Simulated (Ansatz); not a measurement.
MgS (rock salt, space group No. 225), DFT-PBE in the program Ansatz with PAW potentials. The conduction-band minimum lies at X, with 3 equivalent valleys. Second derivatives d²E/dk² of the lowest band at one valley (eV·Å²), along Cartesian directions:

| direction | d²E/dk² |
|---|---|
| [100] | 14.53 |
| [010] | 26.04 |
| [001] | 26.04 |
| [110] | 20.28 |
| [101] | 20.28 |
| [011] | 26.01 |

Question: Find the principal effective masses, the density-of-states mass and the conductivity mass.

Answer: Off-diagonal terms follow from H_xy = H[110] − (H_xx + H_yy)/2, and m*/mₑ = 7.620 eV·Å² over each eigenvalue: 0.29, 0.29, 0.52. One valley's DOS mass (m₁m₂m₃)^(1/3) = 0.36, conductivity mass 3/(Σ 1/mᵢ) = 0.34 mₑ.

Question: What effective density of states Nc follows at 300 K for parabolic valleys?

Answer: Nc = 2.509e19 × 3 × (0.36)^(3/2) ≈ 1.6e19 cm⁻³.

Space group Fm-3m (rock salt). The PBE relaxation kept the symmetry of its start.

Potentials: the earlier of the program's two PAW sets.

Edges and masses are those of Kohn–Sham bands, whose gap is no quasiparticle gap.
